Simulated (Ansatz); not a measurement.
GaAs in space group P6_422 (No. 181; Ga on 3c, As on 3d) under volume change, r²SCAN (plane waves, PAW; program Ansatz), shape and atoms relaxed at each volume.

| V (Å³/atom) | E − E(relaxed) (meV/atom) | P (GPa) |
|---|---|---|
| 18.847 | 46.9 | 8.84 |
| 19.468 | 19.5 | 5.36 |
| 20.089 | 4.6 | 2.45 |
| 20.711 | 0.0 | -0.02 |
| 21.332 | ___ | ___ |
| 21.953 | ___ | ___ |
| 22.575 | 34.0 | -5.36 |

Q: Fill in the missing entries.

A: 
- 21.332, E − E(relaxed) (meV/atom): 4.3
- 21.332, P (GPa): -2.12
- 21.953, E − E(relaxed) (meV/atom): 16.0
- 21.953, P (GPa): -3.88

Q: What does a third-order Birch–Murnaghan fit give for V₀, B₀ and B′?

A: V₀ = 20.70 Å³/atom, B₀ = 75.7 GPa, B′ = 4.6.

The start of the workflow was typed in or built on a structure type; neither database checked (COD, Materials Project) lists it. It is not the phase usual at ambient conditions (space group No. 216). Symmetry was held in the r²SCAN relaxation; its stability against distortions is not shown here.

Potentials: the later of the program's two PAW sets.
